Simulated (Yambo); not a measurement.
Input:

```xyz
4
Lattice="3.7688 0.0000 0.0000 0.0000 3.7688 0.0000 0.0000 0.0000 3.7688" Properties=species:S:1:pos:R:3 pbc="T T T"
O      0.0000     0.0000     1.8844
O      1.8844     0.0000     0.0000
O      0.0000     1.8844     0.0000
W      0.0000     0.0000     0.0000
```

Workflow: norm-conserving LDA (Quantum ESPRESSO, 84 Ry, scalar-relativistic), then G0W0 in Yambo (4×4×4 Γ-centred k mesh, bands 2 to 129 and a 10 Ry block in the screening, 129 bands in G with the Bruneval-Gonze terminator, plasmon pole fitted at 27.2 eV).

Problem. Give the LDA and G0W0 gaps between the band edges found on this mesh, and say where the edges lie.

Solution. Edges: R → Γ. LDA: 0.58 eV; G0W0: 1.59 eV. Nearest settings tried, and what they do to the gap: 99 bands in W, 99 bands in G: +22 meV; 8 Ry block (171 vectors against 203): -1 meV; 2×2×2 mesh: -51 meV. So the settings aren't converged at that level. Without spin-orbit coupling, band edges of such heavy elements can be off by tenths of an eV. The cell is held in this high symmetry; tilts and polar distortions were not searched.

Geometry relaxed with LDA.

The structure is a Materials Project entry; no match was found in the copy of COD used, and its stability was not checked.
